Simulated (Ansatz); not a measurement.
# Ga4AsP3 (P-43m) at 2 levels of theory

One geometry, relaxed with PBE; plane waves with PAW potentials in Ansatz, scalar-relativistic. No spin polarisation. Gaps are the least over mesh and band path; pressure is positive in compression.

```cif
data_structure
_symmetry_space_group_name_H-M 'P-43m'
_symmetry_Int_Tables_number 215
_cell_length_a 5.5638
_cell_length_b 5.5638
_cell_length_c 5.5638
_cell_angle_alpha 90.000
_cell_angle_beta 90.000
_cell_angle_gamma 90.000
_cell_volume 172.23
loop_
_atom_site_label
_atom_site_type_symbol
_atom_site_symmetry_multiplicity
_atom_site_Wyckoff_symbol
_atom_site_fract_x
_atom_site_fract_y
_atom_site_fract_z
_atom_site_occupancy
Ga1 Ga 4 e 0.75450 0.75450 0.24550 1
P1 P 3 d 0.50000 0.00000 0.00000 1
As1 As 1 b 0.50000 0.50000 0.50000 1
```

```csv
level,cutoff (eV),k mesh,gap (eV),pressure (GPa)
PBE,420,6×6×6,1.16,0.0
```

Question: What comes out on the same cell with r2SCAN?

Answer:
| level | cutoff (eV) | k mesh | gap (eV) | pressure (GPa) |
| --- | --- | --- | --- | --- |
| r2SCAN | 500 | 6×6×6 | 1.57 | -2.5 |

The structure comes from a generated guess; another structure or a mixture of phases may lie lower.
